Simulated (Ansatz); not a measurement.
Is this ZrTiN structure stable?

The structure comes from a generated guess, relaxed at this level; another structure or a mixture of phases may lie lower.

The calculation used Ansatz 0.2.0, DFT PBE, scalar-relativistic, plane waves, PAW. Settings of the last relaxation (3-atom cell): 420 eV, 14×14×12 k points, Gaussian smearing of 0.10 eV, no spin polarisation.

```cif
data_structure
_symmetry_space_group_name_H-M 'P4/mmm'
_symmetry_Int_Tables_number 123
_cell_length_a 3.2573
_cell_length_b 3.2573
_cell_length_c 4.0652
_cell_angle_alpha 90.000
_cell_angle_beta 90.000
_cell_angle_gamma 90.000
_cell_volume 43.13
loop_
_atom_site_label
_atom_site_type_symbol
_atom_site_symmetry_multiplicity
_atom_site_Wyckoff_symbol
_atom_site_fract_x
_atom_site_fract_y
_atom_site_fract_z
_atom_site_occupancy
Zr1 Zr 1 a 0.00000 0.00000 0.00000 1
Ti1 Ti 1 d 0.50000 0.50000 0.50000 1
N1 N 1 c 0.50000 0.50000 0.00000 1
```

Energies over the elements count from the elements' standard structures at the same level (N₂ as a molecule), with no fitted energy shifts.

**Question.** These tests were run: energy against the elements; phonons on a 2×2×2 q mesh; elastic tensor. What do they show?

**Answer.**

| test | result |
| --- | --- |
| energy against the elements | −1.24 eV/atom |
| phonons on a 2×2×2 q mesh | no imaginary mode on the mesh |
| elastic tensor | least eigenvalue 93 GPa |

It fails none of these tests. Whether a mixture of other phases lies lower isn't tested here.

The run for the phonons used a 14×14×12 k mesh and Fermi–Dirac smearing of 0.15 eV. The run for the elastic tensor used a 14×14×12 k mesh and Fermi–Dirac smearing of 0.15 eV.
